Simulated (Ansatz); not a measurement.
The relaxed structure here is a generated cell of Te: the first start was made by placing the elements on the sites of a structure type, and the end was not matched to a known phase here, so it may be hypothetical. Known forms of Te include space group No. 152.

One starting cell of Te (a generated trial cell of Te in the beta-W structure type) was relaxed twice with Ansatz (plane waves, PAW, scalar-relativistic): with r2SCAN at 500 eV and with PBE at 420 eV. The r2SCAN result:

```
CELL_PARAMETERS angstrom
      6.15508     0.00000     0.00000
      0.00000     6.15508     0.00000
      0.00000     0.00000     6.15508
ATOMIC_POSITIONS crystal
  Te 0.25000 0.00000 0.50000
  Te 0.75000 0.00000 0.50000
  Te 0.00000 0.50000 0.25000
  Te 0.00000 0.50000 0.75000
  Te 0.50000 0.25000 0.00000
  Te 0.50000 0.75000 0.00000
  Te 0.00000 0.00000 0.00000
  Te 0.50000 0.50000 0.50000
```

```csv
quantity,r2SCAN,PBE
space group,Pm-3n,Pm-3n
volume (Å³/atom),29.15,29.00
a (Å),6.155,6.145
"gap (eV, no spin-orbit coupling)",0.00,0.00
```

Both levels end in the same structure; PBE's volume is 0.5 % smaller. Neither column is exact.

No spin polarisation in the result.

The run could not lose the symmetry of its start: the end is stationary, and may be a saddle point rather than a minimum.

All atoms sit on sites fixed by symmetry, so only the cell could relax.

Ansatz is a quantum-chemistry and plane-wave program.
